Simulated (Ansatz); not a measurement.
Input:

Sc3SnB (anti-perovskite)

```
CELL_PARAMETERS angstrom
      4.60224     0.00000     0.00000
      0.00000     4.60224     0.00000
      0.00000     0.00000     4.60224
ATOMIC_POSITIONS crystal
  Sc 0.50000 0.00000 0.50000
  Sc 0.00000 0.50000 0.50000
  Sc 0.50000 0.50000 0.00000
  Sn 0.00000 0.00000 0.00000
  B  0.50000 0.50000 0.50000
```

The volume is varied about the relaxed value V₀ at fixed cell shape. Symmetry pins the atoms to their sites.

Computed with PBEsol (plane waves to 420 eV, PAW, scalar-relativistic; Ansatz, a program for electronic structure). k mesh 10×10×10 (Γ-centred), Fermi-Dirac smearing 0.05 eV. E stands for the smeared free energy. Compression counts positive. At this level the bands of Sc3SnB touch or barely overlap. Sc3SnB is run without spin polarisation. Sc3SnB was relaxed with its symmetry unable to fall. The zero of ΔE is the relaxed starting cell.

The scan covers V/V₀ from 0.900 to 1.100 in 13 points.

### Question
What is ΔE at V/V₀ = 1.100?

### Answer
46 meV/atom.

### Question
What is ΔE at V/V₀ = 0.900?

### Answer
64 meV/atom.

### Question
What pressure does the cell carry at V/V₀ = 0.900?

### Answer
11.4 GPa.

(A scan under strain: stresses follow from slopes of the energy per volume, elastic moduli from its curvatures.)
